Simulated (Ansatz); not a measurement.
# NbRu: frozen-core PAW against all-electron methods

```
Nb Ru
1.0
     3.18400   -0.01592   -0.01592
    -0.01592    3.18400   -0.01592
    -0.01592   -0.01592    3.18400
Nb Ru
1 1
Direct
  0.00000 0.00000 0.00000
  0.50000 0.50000 0.50000
```

Atom numbers follow the list: Nb1, Ru2.

The cell comes from COD entry 1523398, which wasn't checked; take it as a given geometry. The listed cell was then made from it by scaling, straining or moving an atom.

Spin polarisation is left out, and whether a magnetic state lies lower isn't shown here.

All numbers are computed: DFT, PBEsol, PAW with Ansatz's default frozen-core files, scalar-relativistic (Ansatz 0.2.0); DFT, PBEsol, all-electron PAW with datasets made for the crystal, scalar-relativistic (Ansatz 0.2.0); DFT, PBEsol, all-electron LAPW, scalar-relativistic (Ansatz 0.2.0).

For PAW: a Γ-centred 11×11×11 k mesh, Fermi–Dirac smearing of 0.03 eV, cutoff 420 eV, no spin polarisation; the PAW files were made with PBE, and the program remakes their frozen cores for this functional. The crystal-made all-electron datasets (AE datasets) take a cutoff of 260 eV at this cell. LAPW targets a basis error of 0.25 meV/atom. The Ansatz runs share mesh, smearing and spin set-up. Plane-wave (PAW) pressures include the program's estimate of the Pulay term.

Stress and pressure are positive in compression.

The change that made this cell: equal xy, yz and zx engineering shear strains of -1 %.

No spin–orbit coupling: at heavy atoms the gradients can be off by tens of per cent for that reason.

In a metal, gradients converge slowly with the k mesh: the values move by tens of per cent from one mesh to another, at times in sign, so only the comparison on one mesh counts.

```csv
quantity,PAW,AE datasets,LAPW
pressure (GPa),-9.87,-9.89,-9.89
stress yz (GPa),0.67,0.67,0.67
stress xz (GPa),0.67,0.67,0.67
stress xy (GPa),0.67,0.67,0.67
field gradient Vzz at Ru2 (10²¹ V/m²),0.63,0.62,–
```

PAW's pressure differs from the LAPW value by +0.02 GPa.
